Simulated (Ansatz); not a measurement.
Input:

AgBr:
```xyz
2
Lattice="0.0000 2.9204 2.9204 2.9204 0.0000 2.9204 2.9204 2.9204 0.0000" Properties=species:S:1:pos:R:3 pbc="T T T"
Ag     2.9204     2.9204     2.9204
Br     0.0000     0.0000     0.0000
```

This is the PBE-relaxed structure.

Task: All from PBE (plane waves, PAW; program Ansatz), unless another level is named. Give the gap with spin–orbit coupling.

Result: 0.60 eV.

Task: And the electron effective mass with spin–orbit coupling?

Result: 0.19 mₑ (isotropic).

Task: Give the HSE06 gap on the PBE cell.

Result: 2.04 eV.

Task: Next, the smallest direct gap on the standard path?

Result: 2.44 eV.

Task: What about the hole effective mass with spin–orbit coupling?

Result: 0.45, 0.45, 1.0 mₑ (principal values).

Task: What about the Z2 indices of the occupied bands with spin–orbit coupling?

Result: 0;(000).

Space group Fm-3m (rock salt). Symmetry was held in the PBE relaxation; phonons on a q-mesh show no instability. The run is not spin-polarised. Spin–orbit coupling is left out wherever it is not named.

Potentials: the later of the program's two PAW sets.
